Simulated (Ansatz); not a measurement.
Input file for Ansatz (a first-principles code):

Ansatz 0.2 input:
```yaml
crystal:
  lattice:
    - [1.6643516464, 5.3290197137, 0.0]
    - [1.6684369792, 0.5799094091, 5.2969079024]
    - [5.4446052135, 0.0, 0.0]
  atoms:
    - { symbol: Ca, position: [0.3369637338, 0.3372749869, 0.3507345835] }
    - { symbol: Ca, position: [0.6630362662, 0.6627250131, 0.6492654165] }
    - { symbol: P, position: [0.4005134676, 0.8786971648, 0.1925396412] }
    - { symbol: P, position: [0.5994865324, 0.1213028352, 0.8074603588] }
    - { symbol: P, position: [0.0004080156, 0.0004919496, 0.7924341372] }
    - { symbol: P, position: [0.9995919844, 0.9995080504, 0.2075658628] }
    - { symbol: P, position: [0.8784362009, 0.4004237395, 0.1922676253] }
    - { symbol: P, position: [0.1215637991, 0.5995762605, 0.8077323747] }
kpoints:
  mp_grid: { grid: [8, 8, 8] }
hamiltonian:
  xc: pbesol
  pseudopotentials: { kind: paw }
scf:
  occupations: { method: fermi_dirac, width: 0.1 }
phonons:
  method: dfpt
  response_accuracy: low
  eigenvectors: true
  rigid_motions: translations
```

Output (shortened):

```
Pseudopotential: Ca, paw, valence charge 10
Pseudopotential: P, paw, valence charge 5
Functional definition: PBEsol
Crystal: 8 atoms, lattice volume = 153.687 Å³
Basis set: ecut = 420 eV, 2981 PW (Γ), exchange–correlation on 80×80×80 points (8 copies of the dense FFT grid, shifted against one another)
Bands: 33, of which v1, the nominal top of the filled ones, is band 25 counted from 1 (24 counted from 0)
Symmetry: 2 space group operations
k-points: 260 of 512 (irreducible under 1 space group operation, time reversal used)
SCF iter   1: F=—  HF=-8033.175402 eV  |F-HF|=—  |Δ(HF+E_count)|=         —  Δρ=3.83e-3  dr2=2.76e-2  ethr=1.77e-3  ⟨swp⟩=12.4  Hψ=57963  notcnv=0
preconditioner: auto → Kerker (q_TF=auto, 2.263 Å⁻¹)
SCF iter   2: F=—  HF=-8033.172985 eV  |F-HF|=—  |Δ(HF+E_count)|=   2.42e-3  Δρ=2.34e-3  dr2=1.06e-2  ethr=5.52e-5  ⟨swp⟩=2.0  Hψ=14000  notcnv=0
SCF iter   3: F=—  HF=-8033.170922 eV  |F-HF|=—  |Δ(HF+E_count)|=   2.06e-3  Δρ=3.82e-4  dr2=3.22e-4  ethr=2.12e-5  ⟨swp⟩=2.3  Hψ=12927  notcnv=0
SCF iter   4: F=—  HF=-8033.170922 eV  |F-HF|=—  |Δ(HF+E_count)|=   4.02e-7  Δρ=1.89e-4  dr2=8.05e-5  ethr=6.44e-7  ⟨swp⟩=2.2  Hψ=13070  notcnv=0
SCF iter   5: F=—  HF=-8033.170915 eV  |F-HF|=—  |Δ(HF+E_count)|=   7.04e-6  Δρ=3.85e-5  dr2=3.08e-6  ethr=1.61e-7  ⟨swp⟩=2.3  Hψ=12888  notcnv=0
SCF iter   6: F=—  HF=-8033.170913 eV  |F-HF|=—  |Δ(HF+E_count)|=   1.31e-6  Δρ=1.29e-5  dr2=5.28e-7  ethr=6.16e-9  ⟨swp⟩=2.1  Hψ=14914  notcnv=0
SCF iter   7: F=—  HF=-8033.170913 eV  |F-HF|=—  |Δ(HF+E_count)|=   8.63e-8  Δρ=3.55e-6  dr2=3.01e-8  ethr=1.06e-9  ⟨swp⟩=3.0  Hψ=15433  notcnv=0
SCF iter   8: F=—  HF=-8033.170913 eV  |F-HF|=—  |Δ(HF+E_count)|=   1.82e-9  Δρ=7.73e-7  dr2=1.54e-9  ethr=6.02e-11  ⟨swp⟩=2.9  Hψ=15301  notcnv=0
SCF iter  10: F=-8033.170913 eV  HF=-8033.170913 eV  |F-HF|=1.82e-12  |Δ(HF+E_count)|=  5.46e-11  Δρ=6.86e-8  dr2=8.76e-12  ethr=1.00e-12  ⟨swp⟩=9.0  Hψ=53960  notcnv=0
SCF 1 converged in 10 iterations: F = -8033.170913 eV  dr2 = 8.76e-12
DFPT response loops at Γ: preconditioner auto → Kerker (q_TF=auto, 2.263 Å⁻¹) (partly filled bands, converged f_vac=0.000) …
SCF converged after 10 iterations
Free energy (F): -8033.170913 eV
Harris-Foulkes:  -8033.170913 eV  (|F-HF|=1.82e-12)
Internal energy: -8033.150978 eV  (E = F + TS)
E sigma→0 (E₀):  -8033.160946 eV
Entropy (-TS):   -0.019935 eV (-2.492 meV/atom)
Fermi energy:    8.855831 eV
--- Per-component energies (eV) ---
  E_band       = -191.785512
  E_kinetic    = 983.454663
  E_local      = -1731.508703  (includes V_loc(G=0)·N_el)
  E_nonlocal   = 333.335538
  E_hartree    = 554.189831
  E_xc         = -641.502393
  E_vxc        = -709.903177  (∫ρ·V_xc dr)
  E_paw        = -4998.342960  (= ΣΔE_a)
  E_vpaw       = -175.543515  (= ΣTr[D̂ρ^β])
  E_aug_tail   = 0.000006  (compensation charges beyond the density's cutoff)
  E_ewald      = -2533.291125
  E_core_change = 0.514165  (= ΣΔE_core)
  E_smearing   = -0.019935  (= −TS)
  E_closure    = 0.000000  (closes the sum)
  Σ components = -8033.170913   (vs F -8033.170913, Δ=0.00e0)
  [band-id]    e_kinetic+e_local+e_nonlocal+2·e_hartree+e_vxc+e_vpaw+e_augmentation_tail = -191.785526   (vs E_band -191.785512, Δ=-1.37e-5)
--- Band table (eV; the first three rows and the last of 260) ---
  k-point 0: bands = ["-31.8383", "-31.8244", "-13.0654", "-13.0111", "-12.9971", "-12.9804", "-12.9479", "-12.9177", "-6.1572", "-3.1536", "-2.7380", "-1.4927", "-1.4525", "1.9013", "1.9280", "3.4027", "3.6892", "4.1612", "4.1876", "5.7626", "6.0740", …
  k-point 1: bands = ["-31.8379", "-31.8249", "-13.0661", "-13.0160", "-12.9982", "-12.9760", "-12.9465", "-12.9185", "-6.1053", "-3.2113", "-2.9072", "-1.4776", "-1.3321", "1.7506", "2.2269", "3.4706", "3.5719", "4.1635", "4.3406", "5.7107", "6.0958", …
  k-point 2: bands = ["-31.8366", "-31.8261", "-13.0674", "-13.0258", "-13.0005", "-12.9675", "-12.9435", "-12.9207", "-5.9648", "-3.3305", "-3.2936", "-1.4401", "-1.0469", "1.5318", "2.8005", "3.3512", "3.7016", "4.0163", "4.6436", "5.6597", "6.1328", …
  k-point 259: bands = ["-31.8332", "-31.8292", "-13.0987", "-13.0257", "-13.0122", "-12.9616", "-12.9429", "-12.9180", "-4.8309", "-4.7833", "-3.5465", "-1.0344", "-0.7962", "0.5111", "2.9607", "3.4924", "3.9049", "5.2895", "5.3470", "6.0544", "6.4088", …
--- Phonons (Γ-DFPT): 12 representative perturbations + reference, on 260 of 512 k-points (Σ response iterations 36) ---
  ASR residual: 1.524e-4 → 0.000e0 eV/Å²; symmetrization residual: 4.251e-5 eV/Å²
  ASR residual per site (eV/Å²): 1.52e-4 1.52e-4 5.14e-5 5.14e-5 9.88e-5 9.88e-5 5.86e-5 5.86e-5
  Γ frequencies (cm⁻¹): 0.00 0.00 0.00 85.89 86.64 143.63 145.39 173.86 176.98 181.99 184.44 211.91 241.72 251.16 254.97 268.91 295.12 355.56 396.30 412.01 424.22 431.52 434.83 436.10
  non-analytic LO–TO correction: not included (Born effective charges unavailable; polar crystals: no LO–TO splitting at Γ)
```

Cost: about 21 core-minutes (a rough figure) on shared cores.

Space group C2/m. The first step of the workflow began from a Materials Project structure, measured or hypothetical; the Crystallography Open Database copy checked does not list it. Whether it is the stable phase at ambient conditions was not checked. The cell was relaxed with PBEsol under the symmetry of its start; of distortions, only those at the zone centre were tested. A small band overlap can be real or an error of a semilocal functional. As this level gives no gap, phonon frequencies hold no LO–TO term and depend on the k-mesh and smearing (Fermi–Dirac, 0.1 eV here). Point labels and valley counts follow the cell and symmetry of the run, lower than the named group.

Potentials: the later of the program's two PAW sets.

Ansatz is a plane-wave DFT program.
